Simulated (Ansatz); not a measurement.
Ti:
```xyz
3
Lattice="4.4508 0.0000 0.0000 -2.2254 3.8545 0.0000 0.0000 0.0000 2.7707" Properties=species:S:1:pos:R:3 pbc="T T T"
Ti     0.0000     0.0000     0.0000
Ti     0.0000     2.5697     1.3854
Ti     2.2254     1.2848     1.3854
```

Relaxed with LDA. Special points in fractions of this cell's reciprocal vectors: Γ (0.000, 0.000, 0.000); M (0.500, 0.000, 0.000); K (0.333, 0.333, 0.000); A (0.000, 0.000, 0.500); L (0.500, 0.000, 0.500); H (0.333, 0.333, 0.500).

Problem. List the band energies nearest the Fermi level at these points for plane-wave PAW LDA (Ansatz code).

Solution. In eV from the Fermi level; about four levels below and three above (degenerate sets whole), none deeper than 8.9 eV; points with the same levels are listed once.

| k | below | above |
|---|---|---|
| Γ | -0.70 -0.70 -0.59 -0.59 | 0.01 0.72 1.36 1.36 |
| M | -2.81 -0.51 -0.49 -0.41 | 0.02 0.58 1.01 |
| K | -3.13 -3.13 -0.37 -0.37 -0.06 | 0.12 0.52 0.52 |
| A | -2.17 -1.80 -1.80 -1.66 | 1.13 1.13 1.34 1.34 |
| L | -1.88 -1.33 -0.72 -0.66 | 0.31 0.84 1.14 |
| H | -1.49 -1.49 -1.16 -1.16 -1.07 | 0.66 0.66 0.80 0.80 |

Space group P6/mmm. This is a known high-pressure phase of the composition, computed here at zero pressure and temperature. The cell was relaxed with LDA under the symmetry of its start; whether a distortion lowers the energy is not shown. No spin polarisation was allowed.

Potentials: the later of the program's two PAW sets.
